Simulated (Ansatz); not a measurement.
YSiNO2:
```cif
data_NO2SiY
_chemical_formula_sum 'Y1 Si1 N1 O2'
_space_group_name_H-M_alt 'P 1'
_space_group_IT_number 1
_cell_length_a 3.57465
_cell_length_b 3.57465
_cell_length_c 3.68518
_cell_angle_alpha 90.000
_cell_angle_beta 90.000
_cell_angle_gamma 90.000
loop_
_space_group_symop_operation_xyz
  'x, y, z'
loop_
_atom_site_label
_atom_site_type_symbol
_atom_site_fract_x
_atom_site_fract_y
_atom_site_fract_z
_atom_site_occupancy
Y1 Y 0.00000 0.00000 0.50000 1
Si1 Si 0.50000 0.50000 0.00000 1
N1 N 0.50000 0.50000 0.50000 1
O1 O 0.50000 0.00000 0.00000 1
O2 O 0.00000 0.50000 0.00000 1
```

Relaxed with PBEsol.

Q: Decompose the optical modes at the zone centre into irreducible representations, and say which are infrared and Raman allowed.

A: Point group 4/mmm: Γ_opt = 3A2u + B2u + 4Eu. Infrared: A2u, Eu. Raman: none.

Q: Assign frequencies (DFPT, the program Ansatz at the PBEsol level (PAW); without the LO–TO term).

A: Eu 96, A2u 139, Eu 285, B2u 295, A2u 384, Eu 429, Eu 724, A2u 813 cm⁻¹.

Subscripts of B labels follow the axes of the standard setting.

Space group P4/mmm. The start of the workflow was typed in or built on a structure type; neither database checked (COD, Materials Project) lists it. COD files the formula under space group No. 15, 63. Its standing as an ambient phase is unchecked. The cell was relaxed with PBEsol under the symmetry of its start. At this level the phase is dynamically unstable (imaginary phonons). No spin polarisation was allowed.

Potentials: the later of the program's two PAW sets.
